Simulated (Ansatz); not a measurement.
The calculation used DFT, PBEsol, plane waves (420 eV) with PAW, scalar-relativistic in Ansatz. (PAW data from PBE, frozen cores regenerated.)

An element in the omega (AlB2-type) structure gives this curve. The cell is scaled uniformly from the relaxed one, with fractional coordinates and shape fixed. Energies are extrapolated to zero smearing, pressures are those at the given smearing. Magnetic state: spin not included.

```csv
V (Å³/atom),E − E₀ (meV/atom),P (GPa)
24.081,66.6,7.42
25.176,27.1,4.49
26.271,6.0,2.04
27.365,0.0,-0.01
28.460,7.0,-1.74
29.555,24.8,-3.20
30.649,51.7,-4.43
```

Q: Which element is it?
A. lutetium
B. yttrium
C. indium
D. thallium

A: A. Its fit is V₀ = 27.29 Å³/atom, B₀ = 47 GPa, B₀′ = 3.3.
